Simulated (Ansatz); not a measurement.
YTaN3 (cubic perovskite, Pm-3m), plane-wave PAW r²SCAN (Ansatz code), all energies at zero smearing, with the estimated change up to a 700 eV cutoff added, with one set of potentials and settings (totals compare only within such a set). Cell of 5 atoms (1 Y, 1 Ta, 3 N): -14963.793 eV.

| element | reference phase | E (eV/atom) |
|---|---|---|
| Y | P6_3/mmc, 2 atoms in the cell | -3859.7073 |
| Ta | Im-3m, 1 atoms in the cell | -9944.3222 |
| N | Pa-3, 8 atoms in the cell | -384.8315 |

Formation energy per atom, worked out: (-14963.793 − 1×(-3859.7073) − 1×(-9944.3222) − 3×(-384.8315))/5 = -1.054 eV/atom (-102 kJ per mol of atoms), at 0 K, without zero-point energy or fitted corrections.

The start of the workflow was typed in or built on a structure type; neither database checked (COD, Materials Project) lists it. Its standing as an ambient phase is unchecked. The cell was relaxed with r²SCAN under the symmetry of its start; its stability against distortions is not shown here. No spin polarisation was allowed. The references are the lowest solids computed at this level, not always the standard phases (solids in place of the gases). Scalar-relativistic: spin–orbit coupling is off unless named, which matters more the heavier the elements.

Potentials: the later of the program's two PAW sets.
